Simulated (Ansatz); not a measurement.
MgMn3CoO8, one structure, two calculations

Cell: a Materials Project structure (computed, not necessarily an observed phase).

```cif
data_MgMn3CoO8
_symmetry_space_group_name_H-M 'Cm'
_symmetry_Int_Tables_number 8
_cell_length_a 10.0564
_cell_length_b 5.8596
_cell_length_c 5.8027
_cell_angle_alpha 90.000
_cell_angle_beta 122.303
_cell_angle_gamma 90.000
loop_
_atom_site_label
_atom_site_type_symbol
_atom_site_symmetry_multiplicity
_atom_site_Wyckoff_symbol
_atom_site_fract_x
_atom_site_fract_y
_atom_site_fract_z
Mg Mg 2 a 0.8849 0.0000 0.1282
Mn2 Mn 4 b 0.2527 0.7550 0.5033
Mn4 Mn 2 a 0.5001 0.0000 0.9958
Co Co 2 a 0.4994 0.0000 0.5028
O6 O 2 a 0.2397 0.0000 0.7032
O7 O 2 a 0.2731 0.0000 0.3012
O8 O 4 b 0.4767 0.2206 0.7256
O10 O 4 b 0.5198 0.2239 0.2682
O12 O 2 a 0.7339 0.0000 0.7131
O13 O 2 a 0.7561 0.0000 0.2864
```

One atom of each set is listed; the run and its k-mesh use a cell of 13 atoms with edges of 5.82, 5.82, 5.80 Å.

First run. Computed with Ansatz: DFT, PBE, plane waves and PAW, scalar-relativistic, collinear spin, 420 eV cutoff, Γ-centred 5×5×5 k-points, Fermi–Dirac smearing 0.02 eV. Start moments as typed (μB): 3 on each Mn, 3 on each Co, none on the rest.

```
site  V_zz (10²¹ V/m²)     η  m (μB)
  Mg              0.24  0.88    0.00
 Mn2              2.56  0.80    2.44
 Mn4             -2.48  0.62    3.11
  Co              1.90  0.70    0.08
  O6             -4.84  0.59    0.09
  O7             -3.42  0.40   -0.01
  O8             -4.43  0.48    0.00
 O10             -3.04  0.38    0.01
 O12             -2.00  0.50    0.01
 O13             -3.60  0.55    0.07
```

Second run. The same atoms and settings, except that the mesh is 7×7×7 and the Fermi–Dirac smearing is 0.05 eV.

Question: What does the second run give?

Answer: 

| site | V_zz | η | change of V_zz | m (μB) |
| --- | --- | --- | --- | --- |
| Mg | 0.24 | 0.88 | 0.00 | 0.00 |
| Mn2 | 2.46 | 0.78 | -0.10 | 2.43 |
| Mn4 | -2.38 | 0.54 | +0.10 | 3.09 |
| Co | 1.87 | 0.68 | -0.03 | 0.07 |
| O6 | -4.64 | 0.61 | +0.20 | 0.09 |
| O7 | -3.42 | 0.40 | 0.00 | -0.01 |
| O8 | -4.36 | 0.47 | +0.07 | 0.00 |
| O10 | -3.00 | 0.37 | +0.04 | 0.01 |
| O12 | -2.00 | 0.50 | 0.00 | 0.01 |
| O13 | -3.47 | 0.56 | +0.13 | 0.07 |

The largest change of V_zz is on O6, from -4.84 to -4.64. In per cent, |V_zz| changes by -4 on Mn, -4 to 0 on O (all sites that start above 2).

At this cell the PBE pressure is -6 GPa, so with PBE the cell would shrink if it were relaxed. The entry's cell may itself be off. The largest force is 0.6 eV/Å, so the atoms aren't at the calculated equilibrium and relaxing them would move these values. Semilocal functionals can leave a metal where correlation in the d or f shell opens a gap in the real compound, and that would change the values at and beside Co and Mn. With these PAW files V_zz is typically within 2 to 3 % of all-electron values, but misses above 10 % occur on Co. The run lost most of its start moments on Co; a state with other moments may lie lower. All moments are parallel here, as the start or the cell imposes; many such compounds order antiparallel, where fields and spin densities carried over to other atoms largely cancel. The magnetic order is the one that the run reached from its start moments, not necessarily the measured one.
